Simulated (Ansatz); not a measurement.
**Stability checks on a candidate for Mg5CdS6**

The structure comes from a generated guess, relaxed at this level; another structure or a mixture of phases may lie lower.

Theory: Ansatz 0.2.0, DFT PBE, scalar-relativistic, plane waves, PAW. The final run on the 12-atom cell used 420 eV, a Γ-centred 8×8×2 mesh, 0.02 eV smearing and no spin polarisation.

```
Mg Cd S
1.0
     3.73506    0.00000    0.00000
     0.00000    3.73506    0.00000
     0.00000    0.00000   15.86455
Mg Cd S
5 1 6
Direct
  0.00000 0.00000 0.66346
  0.50000 0.50000 0.50000
  0.00000 0.00000 0.33654
  0.50000 0.50000 0.17101
  0.50000 0.50000 0.82899
  0.00000 0.00000 0.00000
  0.00000 0.00000 0.50000
  0.50000 0.50000 0.33590
  0.00000 0.00000 0.17279
  0.50000 0.50000 0.00000
  0.00000 0.00000 0.82721
  0.50000 0.50000 0.66410
```

Energies over the elements count from the elements' standard structures at the same level, with no fitted energy shifts.

Task: These tests were run: energy against the elements; random kick, then relaxation without symmetry; phonons on a 2×2×1 q mesh. What do they show?

Result:

```csv
test,result
energy against the elements,−1.278 eV/atom
"random kick, then relaxation without symmetry",returns
phonons on a 2×2×1 q mesh,no imaginary mode on the mesh
```

It fails none of these tests. Whether a mixture of other phases lies lower isn't tested here.

The reference form of S is held partly by dispersion forces, which this level lacks. The kick test ran on a coarse mesh. The run for the phonons used an 8×8×2 k mesh.
